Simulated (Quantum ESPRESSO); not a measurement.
Inputs of pw.x and gipaw.x (a modified build of Quantum ESPRESSO, PBE) for KCl; the starting potential comes from an earlier run on another mesh:

```
&CONTROL
  calculation = 'scf'
  prefix = 'x'
  pseudo_dir = './pseudo'
  outdir = './out'
  tprnfor = .true.
/
&SYSTEM
  ibrav = 0
  nat = 2
  ntyp = 2
  ecutwfc = 50
  ecutrho = 200
  occupations = 'fixed'
  nbnd = 8
/
&ELECTRONS
  conv_thr = 1e-11
  startingpot = 'file'
/
ATOMIC_SPECIES
K 39.098 K.GGA_PBE-JTH.UPF
Cl 35.450 Cl.GGA_PBE-JTH.UPF
CELL_PARAMETERS angstrom
    0.000000000000     3.143950000000     3.143950000000
    3.143950000000     0.000000000000     3.143950000000
    3.143950000000     3.143950000000     0.000000000000
ATOMIC_POSITIONS crystal
K      0.000000000000     0.000000000000     0.000000000000
Cl     0.500000000000     0.500000000000     0.500000000000
K_POINTS automatic
4 4 4 1 1 1
```

```
&INPUTGIPAW
  job = 'nmr'
  prefix = 'x'
  tmp_dir = './out/'
  restart_mode = 'from_scratch'
  pawproj(1) = .true.
  pawproj(2) = .true.
  use_nmr_macroscopic_shape = .false.
/
```

The cell was made here from an entry of the Crystallography Open Database (unchecked): atoms relaxed with PBE in the measured cell (PBE without dispersion, pw.x of Quantum ESPRESSO, symmetry kept).  Stability against distortions was not tested.

Q: Predict the shielding tensors that the run ends with.

A: 
```
     f-sum rule (should be   -16.5073):
           -16.5071          0.0000          0.0000
             0.0000        -16.5071          0.0000
             0.0000          0.0000        -16.5071

     Total NMR chemical shifts in ppm: ---------------------------------------
     (adopting the Simpson convention for anisotropy and asymmetry)-----------

     Atom  1  K   pos: (  0.000000  0.000000  0.000000)  Total sigma:        1149.28
          1149.2813         -0.0000         -0.0000
            -0.0000       1149.2813         -0.0000
            -0.0000         -0.0000       1149.2813

     K       1    anisotropy:     -0.00    eta:    0.0000
     K       1    sigma_11=   1149.28
     K       1    sigma_22=   1149.28
     K       1    sigma_33=   1149.28

     Atom  2  Cl  pos: (  0.707107  0.707107  0.707107)  Total sigma:         903.44
           903.4390          0.0000          0.0000
             0.0000        903.4390          0.0000
             0.0000          0.0000        903.4390

     Cl      2    anisotropy:     -0.00    eta:    0.0000
     Cl      2    sigma_11=    903.44
     Cl      2    sigma_22=    903.44
     Cl      2    sigma_33=    903.44
```
The printed anisotropy is 3/2 (σ_33 − σ_iso) in the program's own order; the axes are left out here. All sites are cubic, so the anisotropy vanishes by symmetry. These are absolute shieldings with no macroscopic susceptibility term; δ = σ_ref − σ needs a reference computed alike. By our sweeps, such settings leave a few ppm in absolute σ. The datasets of Cl hold no d projectors, which limits absolute σ on these atoms.
